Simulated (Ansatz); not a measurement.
LiH:
```yaml
crystal:
  lattice:
    - [0.00000, 2.00272, 2.00272]
    - [2.00272, 0.00000, 2.00272]
    - [2.00272, 2.00272, 0.00000]
  atoms:
    - { symbol: Li, position: [0.00000, 0.00000, 0.00000] }
    - { symbol: H, position: [0.50000, 0.50000, 0.50000] }
```

Tensor components refer to the Cartesian frame of this cell.

Give the high-frequency dielectric tensor and the Born effective charge tensors of the independent atoms from DFPT, plane-wave PAW r²SCAN (Ansatz code).


ε∞:
```
3.89  0.00  0.00
0.00  3.89  0.00
0.00  0.00  3.89
```
Z* of atom 1 (Li), rows: field, columns: displacement, in e:
```
1.00  0.00  0.00
0.00  1.00  0.00
0.00  0.00  1.00
```
Z* of atom 2 (H), rows: field, columns: displacement, in e:
```
-1.00   0.00   0.00
 0.00  -1.00   0.00
 0.00   0.00  -1.00
```

Static charges for comparison (Bader): Li1 +0.87, H2 -0.87 e. Born charges measure polarisation by displacement and can exceed these by far.

Space group Fm-3m (rock salt). Symmetry was held in the r²SCAN relaxation; phonons on a q-mesh show no instability.

Potentials: the later of the program's two PAW sets.
